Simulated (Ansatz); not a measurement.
## PbSe with Na replacing Pb: do the settings matter for the field gradients?

This input was run with Ansatz:

```yaml
crystal:
  lattice:
    - [0.0, 9.18195, 9.18195]
    - [9.18195, 0.0, 9.18195]
    - [9.18195, 9.18195, 0.0]
  atoms:
    - { symbol: Na, position: [0.0, 0.0, 0.0] }
    - { symbol: Pb, position: [0.0, 0.0, 0.3333333333] }
    - { symbol: Pb, position: [0.0, 0.0, 0.6666666667] }
    - { symbol: Pb, position: [0.0, 0.3333333333, 0.0] }
    - { symbol: Pb, position: [0.0, 0.3333333333, 0.3333333333] }
    - { symbol: Pb, position: [0.0, 0.3333333333, 0.6666666667] }
    - { symbol: Pb, position: [0.0, 0.6666666667, 0.0] }
    - { symbol: Pb, position: [0.0, 0.6666666667, 0.3333333333] }
    - { symbol: Pb, position: [0.0, 0.6666666667, 0.6666666667] }
    - { symbol: Pb, position: [0.3333333333, 0.0, 0.0] }
    - { symbol: Pb, position: [0.3333333333, 0.0, 0.3333333333] }
    - { symbol: Pb, position: [0.3333333333, 0.0, 0.6666666667] }
    - { symbol: Pb, position: [0.3333333333, 0.3333333333, 0.0] }
    - { symbol: Pb, position: [0.3333333333, 0.3333333333, 0.3333333333] }
    - { symbol: Pb, position: [0.3333333333, 0.3333333333, 0.6666666667] }
    - { symbol: Pb, position: [0.3333333333, 0.6666666667, 0.0] }
    - { symbol: Pb, position: [0.3333333333, 0.6666666667, 0.3333333333] }
    - { symbol: Pb, position: [0.3333333333, 0.6666666667, 0.6666666667] }
    - { symbol: Pb, position: [0.6666666667, 0.0, 0.0] }
    - { symbol: Pb, position: [0.6666666667, 0.0, 0.3333333333] }
    - { symbol: Pb, position: [0.6666666667, 0.0, 0.6666666667] }
    - { symbol: Pb, position: [0.6666666667, 0.3333333333, 0.0] }
    - { symbol: Pb, position: [0.6666666667, 0.3333333333, 0.3333333333] }
    - { symbol: Pb, position: [0.6666666667, 0.3333333333, 0.6666666667] }
    - { symbol: Pb, position: [0.6666666667, 0.6666666667, 0.0] }
    - { symbol: Pb, position: [0.6666666667, 0.6666666667, 0.3333333333] }
    - { symbol: Pb, position: [0.6666666667, 0.6666666667, 0.6666666667] }
    - { symbol: Se, position: [0.1666666667, 0.1666666667, 0.1666666667] }
    - { symbol: Se, position: [0.1666666667, 0.1666666667, 0.5] }
    - { symbol: Se, position: [0.1666666667, 0.1666666667, 0.8333333333] }
    - { symbol: Se, position: [0.1666666667, 0.5, 0.1666666667] }
    - { symbol: Se, position: [0.1666666667, 0.5, 0.5] }
    - { symbol: Se, position: [0.1666666667, 0.5, 0.8333333333] }
    - { symbol: Se, position: [0.1666666667, 0.8333333333, 0.1666666667] }
    - { symbol: Se, position: [0.1666666667, 0.8333333333, 0.5] }
    - { symbol: Se, position: [0.1666666667, 0.8333333333, 0.8333333333] }
    - { symbol: Se, position: [0.5, 0.1666666667, 0.1666666667] }
    - { symbol: Se, position: [0.5, 0.1666666667, 0.5] }
    - { symbol: Se, position: [0.5, 0.1666666667, 0.8333333333] }
    - { symbol: Se, position: [0.5, 0.5, 0.1666666667] }
    - { symbol: Se, position: [0.5, 0.5, 0.5] }
    - { symbol: Se, position: [0.5, 0.5, 0.8333333333] }
    - { symbol: Se, position: [0.5, 0.8333333333, 0.1666666667] }
    - { symbol: Se, position: [0.5, 0.8333333333, 0.5] }
    - { symbol: Se, position: [0.5, 0.8333333333, 0.8333333333] }
    - { symbol: Se, position: [0.8333333333, 0.1666666667, 0.1666666667] }
    - { symbol: Se, position: [0.8333333333, 0.1666666667, 0.5] }
    - { symbol: Se, position: [0.8333333333, 0.1666666667, 0.8333333333] }
    - { symbol: Se, position: [0.8333333333, 0.5, 0.1666666667] }
    - { symbol: Se, position: [0.8333333333, 0.5, 0.5] }
    - { symbol: Se, position: [0.8333333333, 0.5, 0.8333333333] }
    - { symbol: Se, position: [0.8333333333, 0.8333333333, 0.1666666667] }
    - { symbol: Se, position: [0.8333333333, 0.8333333333, 0.5] }
    - { symbol: Se, position: [0.8333333333, 0.8333333333, 0.8333333333] }
total_charge: -1
kpoints:
  mp_grid: { grid: [1, 1, 1] }
scf:
  occupations: { method: fermi_dirac, width: 0.01 }
  algorithm: direct_min
hamiltonian:
  xc: pbe
  pseudopotentials: { kind: paw }
output:
  forces: true
  stress: true
  populations: true
  efg: { quadrupole_moments_barn: { Na: 0.104 }, contact_densities: true }
```

It converged. Of its output the block on the nuclei alone is shown, without the SCF iterations, energies, forces and stress (one atom of each set):

```
--- PAW observables at the nuclei: V_zz in 10²¹ V/m², potentials from the cell's mean, atoms counted from 1 ---
  atom   1  Na V_zz =    -0.000000   η = 0.0000   by run symmetry: forbidden   C_q = -0.0000 MHz
            electrostatic potential = -982.763693 V   contact ρ = 5904.477100 e/Å³
  atom   2  Pb V_zz =    +3.165031   η = 0.3084   by run symmetry: allowed
            electrostatic potential = -17478.058841 V   contact ρ = 16532620.617261 e/Å³
  atom   5  Pb V_zz =    +0.168395   η = 0.0000   by run symmetry: allowed
            electrostatic potential = -17477.976662 V   contact ρ = 16532622.879492 e/Å³
  atom  15  Pb V_zz =    +3.191477   η = 0.0000   by run symmetry: allowed
            electrostatic potential = -17478.122438 V   contact ρ = 16532659.446987 e/Å³
  atom  28  Se V_zz =    -0.404401   η = 0.0000   by run symmetry: allowed
            electrostatic potential = -4712.503155 V   contact ρ = 262891.038540 e/Å³
  atom  30  Se V_zz =   -12.555007   η = 0.0000   by run symmetry: allowed
            electrostatic potential = -4712.851523 V   contact ρ = 262886.823699 e/Å³
  atom  32  Se V_zz =    +1.136619   η = 0.3982   by run symmetry: allowed
            electrostatic potential = -4712.547958 V   contact ρ = 262891.135188 e/Å³
  atom  41  Se V_zz =    -0.000000   η = 0.0000   by run symmetry: forbidden
            electrostatic potential = -4712.782860 V   contact ρ = 262881.654202 e/Å³
```

Question: Can these gradients be trusted, and how do they compare with a run on standard settings?

Answer: Not as converged values. Against the standard input the change is `kpoints.mp_grid.grid`: [2, 2, 2] → [1, 1, 1]; `scf.algorithm`: not typed → direct_min. A site carries the number of its first atom; V_zz in 10²¹ V/m².

```
site  V_zz standard  η standard  V_zz here  η here
  Na           0.00           –       0.00       –
 Pb2           2.20        0.45       3.17    0.31
 Pb5         <0.005           –       0.17    0.00
Pb15          -2.73        0.00       3.19    0.00
Se28          -0.11        0.00      -0.40    0.00
Se30          -7.96        0.00     -12.56    0.00
Se32           0.87        0.12       1.14    0.40
```

The largest change of V_zz is on Pb15, from -2.73 to 3.19. In per cent, |V_zz| changes by +44 on Pb, +30 to +58 on Se (all sites that start above 0.5, bar those whose gradient vanishes or changes sign or whose main axis turns by over 40°). Where |V_zz| stays above 0.1 and the axes keep their order, η moves most on Se32, from 0.12 to 0.40. On Pb2 V_xx and V_yy change places (or their axes turn by over 50°), so the two values of η hide a larger change. V_zz changes sign on Pb15 (same axis). Other sites without a gradient aren't listed. SCF iterations: 8 and 8. In the changed run the k-mesh is coarser than the standard one, so its values aren't converged ones.

On the reference run: The defect repeats with the cell of 54 atoms, so it feels its images: sites between two images don't show the values beside a lone defect, and zeros or small values of η there can come from the images' arrangement. A uniform background compensates the cell's charge. Spin–orbit coupling is left out, which shifts gradients on Pb by a few per cent in wide-gap crystals, and can shift them far more where the calculated gap is small or absent, as here. With a gap of 0.4 eV on this mesh, small gradients can still move by 0.1 × 10²¹ V/m² or more as the k-mesh gets denser. The neighbours have not yet relaxed around the defect (largest force 0.19 eV/Å), so a real crystal will differ.
